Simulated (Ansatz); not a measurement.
BAs (started from an entry of an open crystallographic database), relaxed with r2SCAN, was run in Ansatz 0.2.0 under altered settings. All numbers are computed, without spin polarisation but where a row says otherwise.

```yaml
crystal:
  lattice:
    - [0.00000, 2.39187, 2.39187]
    - [2.39187, 0.00000, 2.39187]
    - [2.39187, 2.39187, 0.00000]
  atoms:
    - { symbol: B, position: [0.00000, 0.00000, 0.00000] }
    - { symbol: As, position: [0.25000, 0.25000, 0.25000] }
```

The base run's other keys:
```yaml
kpoints:
  mp_grid: { grid: [4, 4, 4] }
hamiltonian:
  xc: hse06
scf:
  occupations: { method: fixed }
  n_extra_bands: 4
```

It takes 12 iterations with 531 plane waves at 420 eV and 8 k points, and leaves a mean stress of -0.45 GPa. The gap over this mesh is 2.109 eV.

Outcomes, with energy and stress as changes against the base:
```csv
setting,outcome,ΔF (meV/atom),Δ mean stress (GPa),gap on the mesh (eV),iterations
scf.exx.ecutfock_ratio: 4,converged,0.0,0.0,2.109,12
"PBE hybrid, exx coeff 0.15, omega 0.3 1/Å",converged,–,+1.5,1.720,12
"PBE hybrid, exx coeff 0.75, omega 0.3 1/Å",converged,–,-4.7,3.009,17
"PBE hybrid, exx coeff 0.35, unscreened",converged,–,-1.3,3.400,15
scf.occupations: fermi_dirac 0.2,converged,-0.1,0.0,2.108,12
scf.max_iter: 2,not converged,–,–,–,2
```
A dash marks a value that wasn't obtained or can't be compared. Stress is positive in compression.

- PBE hybrid, exx coeff 0.15, omega 0.3 1/Å. That is 15 % exact exchange, screened with ω = 0.3 1/Å, against HSE06's 25 % screened at 0.208 1/Å. The mean stress moves by +1.5 GPa and the gap on the mesh by -0.389 eV (to 1.720). Totals of different functionals aren't comparable.
- PBE hybrid, exx coeff 0.75, omega 0.3 1/Å. That is 75 % exact exchange, screened with ω = 0.3 1/Å, against HSE06's 25 % screened at 0.208 1/Å. The mean stress moves by -4.7 GPa and the gap on the mesh by +0.900 eV (to 3.009). Totals of different functionals aren't comparable.
- PBE hybrid, exx coeff 0.35, unscreened. That is 35 % exact exchange, at all ranges, against HSE06's 25 % screened at 0.208 1/Å. The mean stress moves by -1.3 GPa and the gap on the mesh by +1.291 eV (to 3.400). Totals of different functionals aren't comparable.
- scf.max_iter: 2. No converged result was reached. It stopped after 2 iterations; the base needs 12. Nothing that it printed is a property of the solid. Error: did not converge after 2 iterations: dr2 = 3.03e-4 (threshold 1.00e-7), under the density mixer `msr1`, which `scf.mixing.algorithm: auto` chose by the deck's other keys (type `scf.mixing.algorithm: msr1` to keep it); this SCF is the semilocal warm-up of a hybrid solve, ahead of its exchange loop […]

Within 1 meV an atom, 0.1 GPa and 0.005 eV of the base stay: scf.exx.ecutfock_ratio: 4; scf.occupations: fermi_dirac 0.2.

The runs are scalar-relativistic, without spin-orbit coupling.

The program warns that its thresholds are loose for a hybrid's stress.

The meshes of the hybrids are coarse, so their gaps aren't converged to the digits shown.
